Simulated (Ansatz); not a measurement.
Relaxing ScBe5

The calculation used DFT r2SCAN, scalar-relativistic, plane waves, PAW (Ansatz). Cutoff 500 eV, Γ-centred k mesh, Gaussian smearing, no spin polarisation in the final step.

This is the end of a relaxation of cell and atoms.

```yaml
crystal:
  lattice:
    - [4.52667, 0.00000, 0.00000]
    - [-2.26334, 3.92021, 0.00000]
    - [0.00000, 0.00000, 3.51828]
  atoms:
    - { symbol: Sc, position: [0.00000, 0.00000, 0.00000] }
    - { symbol: Be, position: [0.33333, 0.66667, 0.00000] }
    - { symbol: Be, position: [0.66667, 0.33333, 0.00000] }
    - { symbol: Be, position: [0.50000, 0.00000, 0.50000] }
    - { symbol: Be, position: [0.50000, 0.50000, 0.50000] }
    - { symbol: Be, position: [0.00000, 0.50000, 0.50000] }
```

Question: What space group does it have?

Answer: P6/mmm (No. 191). Conventional cell: a = 4.527 Å, c = 3.518 Å. Sc is coordinated by 6 Be at 2.61 Å and 12 Be at 2.87 Å; around Be on Wyckoff site c (2 atoms of the primitive cell) lie 6 Be at 2.19 Å, 3 Sc at 2.61 Å and 3 Be at 2.61 Å; Be on Wyckoff site g (3 atoms of the primitive cell) is coordinated by 8 Be at 2.19–2.26 Å.

Question: Is it a metal?

Answer: Yes, bands cross the Fermi level on the 12×12×10 mesh.

The final run used a 12×12×10 mesh on its 6-atom cell and 0.10 eV smearing.

Cost: 2 runs of about 1.5 core-minutes in all, on Arm Neoverse V1 (shared hosts).